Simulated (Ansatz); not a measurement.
MgS: the relaxed cell by functional

The starting cell is an entry of the Crystallography Open Database (1963):

```yaml
crystal:
  lattice:
    - [0.00000, 2.60165, 2.60165]
    - [2.60165, 0.00000, 2.60165]
    - [2.60165, 2.60165, 0.00000]
  atoms:
    - { symbol: Mg, position: [0.00000, 0.00000, 0.00000] }
    - { symbol: S, position: [0.50000, 0.50000, 0.50000] }
```

Atoms and cell were relaxed at zero pressure with plane-wave PAW DFT (Ansatz 0.2.0; one set of PAW datasets, made under PBE, for all functionals; 420 eV, r2SCAN 500 eV; 8×8×8 Γ-centred mesh, fermi-dirac occupations of width 0.020 eV; no spin polarisation, no spin-orbit coupling, no dispersion correction), keeping the symmetry (Fm-3m, No. 225).

Task: What cells and energies do LDA, PBEsol, PBE, r2SCAN give?

Result: The relaxed conventional cells:

```json
{"functional": "LDA", "a (Å)": "5.129", "volume (Å³/atom)": "16.87", "formation energy (eV/atom)": "-1.541"}
{"functional": "PBEsol", "a (Å)": "5.182", "volume (Å³/atom)": "17.39", "formation energy (eV/atom)": "-1.488"}
{"functional": "PBE", "a (Å)": "5.230", "volume (Å³/atom)": "17.88", "formation energy (eV/atom)": "-1.443"}
{"functional": "r2SCAN", "a (Å)": "5.205", "volume (Å³/atom)": "17.63", "formation energy (eV/atom)": "-1.675"}
{"functional": "the entry", "a (Å)": "5.203", "volume (Å³/atom)": "17.61", "formation energy (eV/atom)": "–"}
```

LDA gives the smallest volume and PBE the largest, 6.0 % more, the usual order, since LDA overbinds and PBE's gradient terms loosen the lattice. Against the entry's volume: LDA -4.2 %, PBEsol -1.2 %, PBE +1.5 %, r2SCAN +0.1 %. No verdict is drawn from this: the entry is old or was flagged in a check, so the entry may be off as well as the functionals. The formation energies span 0.23 eV an atom, lowest under r2SCAN.

Caveats: each relaxation keeps the start's symmetry, so a distorted cell may lie lower; computed cells are at 0 K with fixed nuclei, while the entry holds thermal expansion, often some tenths of a per cent in volume and more in soft crystals; formation energies are at zero smearing against the elements' usual phases under the same functional, gases as free molecules, uncorrected.
